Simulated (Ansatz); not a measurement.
HgSe in space group P-6m2 (No. 187; Hg on 1a, Se on 1f) at seven volumes, the program Ansatz at the PBE level (PAW), shape and atoms relaxed at each. One row is withheld.

| V (Å³/atom) | P (GPa) |
|---|---|
| 22.798 | ? |
| 23.549 | 3.46 |
| 24.301 | 1.57 |
| 25.052 | 0.00 |
| 25.804 | -1.31 |
| 26.556 | -2.37 |
| 27.307 | -3.11 |

### Question
Fit the shown pressures and predict the withheld one.

### Answer
P = (3/2)B₀(x^(7/2) − x^(5/2))[1 + (3/4)(B′ − 4)(x − 1)] with x = (V₀/V)^(2/3). Least squares on the six rows gives V₀ = 25.040 Å³/atom, B₀ = 47.1 GPa, B′ = 6.01. At V = 22.798, x = 1.0645 and P = 5.85 GPa. The run itself gave 5.73 GPa.

A made-up cell: these elements were put on the sites of a structure type; neither database checked (COD, Materials Project) lists it. COD files the formula under space group No. 216, so this cell is another polymorph or a model. Whether it is the stable phase at ambient conditions was not checked. The cell was relaxed with PBE under the symmetry of its start; its stability against distortions is not shown here. Scalar-relativistic: spin–orbit coupling is off unless named, which matters more the heavier the elements.

Potentials: the later of the program's two PAW sets.
